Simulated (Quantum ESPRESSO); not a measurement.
# Moving one atom in HfTa2O6F2

These are calculations, not measurements. They come from pw.x of Quantum ESPRESSO 7.5, a plane-wave density functional program, with PseudoDojo standard norm-conserving files (v0.5 for PBE, v0.4.1 for LDA and PBEsol). The cells are made up: elements, strain and atom displacements were drawn at random, and nothing was relaxed. There is no spin polarisation, spin-orbit coupling or dispersion term.

The hafnium file is less sure than the others, with forces about 3 percent (worst 6) and pressure in oxides about 1.5 GPa (worst 2.7) from a second method in checks, which no rerun with the same files tests.

The cell has 12 sites of a fluorite lattice. Sites 1 to 4 hold Hf Ta Ta empty; sites 5 to 12 hold O F O F O O O O. Cell vectors in Å: (5.075, 0.027, -0.009); (0.027, 5.065, -0.077); (-0.009, -0.077, 5.111). Settings: PBE, cutoff 1143 eV, 4 x 4 x 4 k mesh shifted by half a step, Fermi-Dirac smearing of 0.025 eV.

Each run shifts the Hf atom on site 1 along y and leaves all else fixed. Site 8 is one of its nearest neighbours. E is the free energy of the cell above the lowest run shown. The last column is band 45 less band 44 at Gamma, from a band step after each run.

```
run,shift (Å),Fy on site 1 (eV/Å),Fy on site 8 (eV/Å),P (GPa),E (meV),level step at Gamma (eV)
1,-0.1165,-1.108,0.082,-15.53,0.0,0.950
2,-0.0580,-1.699,0.226,-15.58,82.3,0.904
3,-0.0437,-1.840,0.258,-15.56,107.6,0.892
4,-0.0107,-2.162,0.327,-15.48,173.6,0.862
6,0.0954,-3.238,0.511,-14.78,459.2,0.754
7,0.1104,-3.401,0.533,-14.63,509.0,0.737
5,0.0525,?,?,?,?,?
```

A rerun of one of these cells at 1437 eV and k mesh 6 x 6 x 6 moved values by no more than 0.002 eV in the cell's energy, 0.04 GPa in stress and 0.007 eV/Å in force.

## Worked fit

A parabola through the six runs shown gives Fy on site 1 = -2.276 - 10.08 u - 0.7 u² eV/Å, with u in Å and a scatter of 0.007 eV/Å. Minus the slope, 10.08 ± 0.28 eV/Å², is this atom's force constant along y at u = 0, with its periodic images moving too. The fitted force does not vanish within the range. The error is the larger of the fit's own and the change that a cubic makes, rounded up.

## Withheld run

Question: what Fy on site 1 should run 5 give?

The fit gives -2.807 eV/Å. The calculation gave -2.790 eV/Å.

```
run  shift (Å)  Fy on site 1 (eV/Å)  Fy on site 8 (eV/Å)  P (GPa)  E (meV)  level step at Gamma (eV)
  5     0.0525               -2.790                0.443   -15.14    330.0                     0.800
```